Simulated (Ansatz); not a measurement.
## Computed properties of LaGe2Rh2

```
La Ge Rh
1.0
    -2.09713    2.09713    5.30359
     2.09713   -2.09713    5.30359
     2.09713    2.09713   -5.30359
La Ge Rh
1 2 2
Direct
  0.00000 0.00000 0.00000
  0.62789 0.62789 0.00000
  0.37211 0.37211 0.00000
  0.75000 0.25000 0.50000
  0.25000 0.75000 0.50000
```

Atoms are numbered in the order listed.

The cell is the one relaxed in the Materials Project (mp-4562), not relaxed further here; entries there can be hypothetical.

Spin polarisation is left out, and whether a magnetic state lies lower isn't shown here.

Spin–orbit coupling is left out, though it moves levels of the heavy atoms by tenths of an eV or more.

Methods: DFT, LDA, all-electron LAPW, scalar-relativistic (Ansatz 0.2.0); DFT, LDA, PAW with Ansatz's default frozen-core files, scalar-relativistic (Ansatz 0.2.0).

For LAPW: a Γ-centred 12×12×12 k mesh, Fermi–Dirac smearing of 0.08 eV, basis error target 1 meV/atom, no spin polarisation. PAW takes a cutoff of 420 eV at this cell (files made with PBE, cores remade for this functional). The Ansatz runs share mesh, smearing and spin set-up. Values come from LAPW unless marked.

```yaml
Pressure_at_this_cell: -64.0 kbar
Band_gap: "none: with an odd electron count and no spin polarisation the bands can't all be full, a metal in this set-up (spin order or a larger cell could open a gap)"
Stress_xx_yy_zz_compression_positive: -6.69, -6.69, -5.83 GPa
Largest_force: 0.194 eV/Å on Ge2
Density_of_states_at_the_Fermi_level_0.2_eV_bin: 2.84 states/eV per cell
Löwdin_charges_with_0.24_e_of_the_cell_spilling_out_of_the_atomic_basis_so_their_sizes_and_signs_hang_on_that_basis: La1 0.27, Ge2 -0.21, Rh4 0.20 e
Bader_charges_from_the_PAW_run: La1 +1.43, Ge2 -0.09, Rh4 -0.62 e
Volume_per_atom: 18.66 Å³
```
